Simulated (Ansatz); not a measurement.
Ge:
```yaml
crystal:
  lattice:
    - [-2.53492, 2.53492, 1.39204]
    - [2.53492, -2.53492, 1.39204]
    - [2.53492, 2.53492, -1.39204]
  atoms:
    - { symbol: Ge, position: [0.25000, 0.75000, 0.50000] }
    - { symbol: Ge, position: [0.50000, 0.50000, 0.00000] }
```

This is the LDA-relaxed structure.

Task: All from plane-wave PAW LDA (Ansatz code), unless another level is named. Give the Young's modulus.

Result: 115 GPa.

Task: Predict the highest zone-centre frequency.

Result: 180 cm⁻¹.

Space group I4_1/amd (β-Sn type). This is a known high-pressure phase of the composition, computed here at zero pressure and temperature. The LDA relaxation kept the symmetry of its start; whether a distortion lowers the energy is not shown. As this level gives no gap, phonon frequencies hold no LO–TO term and depend on the k-mesh and smearing (Fermi–Dirac, 0.1 eV here).

Potentials: the earlier of the program's two PAW sets. The files were generated under PBE; for other functionals the program regenerates the frozen cores, and for LDA and PBEsol the local potential too.
